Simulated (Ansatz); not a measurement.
MnPd (L1₀ or tetragonal B2, P4/mmm), plane-wave PAW PBE (Ansatz code), all energies at zero smearing, with the estimated change up to a 700 eV cutoff added, with one set of potentials and settings (totals compare only within such a set). Cell of 4 atoms (2 Mn, 2 Pd): -21744.587 eV.

| element | reference phase | E (eV/atom) |
|---|---|---|
| Mn | I-43m, 29 atoms in the cell, spin-polarised | -3898.8617 |
| Pd | Fm-3m, 1 atoms in the cell | -6972.8544 |

Formation energy per atom, worked out: (-21744.587 − 2×(-3898.8617) − 2×(-6972.8544))/4 = -0.289 eV/atom (-28 kJ per mol of atoms), at 0 K, without zero-point energy or fitted corrections.

The workflow started from an entry of the Crystallography Open Database (COD), which files this formula under 2 space groups. Whether it is the stable phase at ambient conditions was not checked. Symmetry was held in the PBE relaxation, as lowered by the spin order; its stability against distortions is not shown here. The final state is antiferromagnetic, chosen from 5 collinear starts compared on coarse meshes (ties went to the first, and starts can fall back to one state), not a proven ground state. The references are the lowest solids computed at this level, not always the standard phases.

Potentials: the later of the program's two PAW sets.
